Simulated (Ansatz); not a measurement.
## Is this Cd3HgTe4 structure a true minimum?

The structure comes from a generated guess, relaxed at this level; another structure or a mixture of phases may lie lower.

Computed with Ansatz, DFT PBE, scalar-relativistic, plane waves, PAW. Plane waves to 420 eV, a k mesh through Γ of 6×6×6 on the computed 8-atom cell and Gaussian smearing (0.01 eV); no spin polarisation.

The cell below (8 atoms, space group P-43m (No. 215)) is relaxed within its symmetry.

```xyz
8
Lattice="6.6293 0.0000 0.0000 0.0000 6.6293 0.0000 0.0000 0.0000 6.6293" Properties=species:S:1:pos:R:3 pbc="T T T"
Cd    0.0000    3.3147    3.3147
Cd    3.3147    0.0000    3.3147
Cd    3.3147    3.3147    0.0000
Hg    0.0000    0.0000    0.0000
Te    4.9657    4.9657    1.6636
Te    4.9657    1.6636    4.9657
Te    1.6636    4.9657    4.9657
Te    1.6636    1.6636    1.6636
```

For the test it was strained at random (σ = 1.5 % a component), the atoms were moved at random (σ = 0.10 Å), and all was relaxed again on a coarse 4×4×4 mesh (in the run’s order of axes) with 0.20 eV smearing, with no symmetry imposed.

These runs have no spin–orbit coupling, which can matter for Hg and Te.

Question: Is the structure stable against such a distortion?

Answer: It returns, within 1 meV/atom of the unmoved cell on that mesh and with the same symmetry when read at 0.1 Å (Cm at 0.01 Å, so small strains and shifts remain). No instability shows in this cell; modes of other wave vectors, which need another repeat, aren't tested.
